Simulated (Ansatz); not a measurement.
Sn2TeSe as one 4-atom ordering (R-3m) on the rocksalt lattice: a relaxation of cell and atoms in Ansatz 0.2.0 (PBE). The start is a rough guess from atomic radii.

```yaml
crystal:
  lattice:
    - [2.0028449559, 1.1563430744, 6.5412642346]
    - [-2.0028449559, 1.1563430744, 6.5412642346]
    - [0.0, -2.3126861489, 6.5412642346]
  atoms:
    - { symbol: Se, position: [1.0, 0.0, 0.0] }
    - { symbol: Te, position: [0.5, 0.5, 0.5] }
    - { symbol: Sn, position: [0.25, 0.25, 0.25] }
    - { symbol: Sn, position: [0.75, 0.75, 0.75] }
kpoints:
  mp_grid: { grid: [6, 6, 6] }
hamiltonian:
  xc: pbe
scf:
  occupations: { method: fermi_dirac, width: 0.02 }
relax:
  f_tol: 0.005
  cell: {}
```

The output follows, shortened, with numbered blanks.
```
Functional definition: PBE
Crystal: 4 atoms, lattice volume = 90.896 Å³
Basis set: ecut = 420 eV, 1779 PW (Γ), FFT grids on a1−a3, a2−a3, a3
Bands: 36, of which v1, the nominal top of the filled ones, is band 30 counted from 1 (29 counted from 0)
Symmetry: 12 space group operations
Space group: R-3m (ITA 166)
k-points: 32 of 216
relax step 1: F+E_penalty+E_count = -24496.98874979 eV  max|allowed force component| = 1.526e0 eV/Å  Δτ_max = 0.0000 Å  P = +24.308 GPa  Ω = 90.896 Å³
--- Relaxed structure (6 steps of the walk, 6 accepted, 2 SCFs on fresh bases) ---
[1]
```

Task: Give the withheld lines. They hold the relaxed structure.

Result:
```
[1]
  F+E_penalty+E_count = -24498.88772528 eV   max|allowed force component| = 5.238e-4 eV/Å
  cell:  # Å, volume = 120.7289 Å³
    - [2.203961, 1.272457, 7.174851]
    - [-2.203961, 1.272457, 7.174851]
    - [0.000000, -2.544915, 7.174851]
  atoms:
    - { symbol: Se, position: [1.000000, 0.000000, 0.000000] }
    - { symbol: Te, position: [0.500000, 0.500000, 0.500000] }
    - { symbol: Sn, position: [0.255582, 0.255582, 0.255582] }
    - { symbol: Sn, position: [0.744418, 0.744418, 0.744418] }
```
The trailing digits, and the zero of the energies, depend on the potentials and thresholds.

The calculation is spin-unpolarised, and the structure need not be a phase that has been made.
